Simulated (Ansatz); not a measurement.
Values for one crystal, relaxed and computed with the program Ansatz at the r²SCAN level (PAW); other levels are named.

```yaml
volume_per_atom: 18.66 Å³
electronic_character: metallic (no gap)
debye_temperature_from_the_elastic_constants: 269 K
zone_centre_stability: no imaginary mode at Γ
Pressure derivative B′: 4.1
Formation energy from the elements (no fitted shifts): -227 meV/atom
highest_zone_centre_frequency: 205 cm^-1
```

Question: Which compound is it?
A. SnPt, P6/mmm (Pt on 3f, Sn on 1a, Sn on 2d)
B. Nb3Sn, A15 (Cr3Si type)
C. NbRu, P2/m (Nb on 2m, Nb on 1a, Ru on 1e, Ru on 2n)
D. Sn2Au, cubic Laves (MgCu2 type)

Answer: B, Nb3Sn, A15 (Cr3Si type)

Space group Pm-3n (A15 (Cr3Si type)). The r²SCAN relaxation kept the symmetry of its start. The run is not spin-polarised. As this level gives no gap, shear constants depend on the k-mesh and smearing (Fermi–Dirac, 0.1 eV here). As this level gives no gap, phonon frequencies hold no LO–TO term and depend on the k-mesh and smearing (Fermi–Dirac, 0.1 eV here). The references are the lowest solids computed at this level, not always the standard phases. Scalar-relativistic: spin–orbit coupling is off unless named, which matters more the heavier the elements.

Potentials: the earlier of the program's two PAW sets.
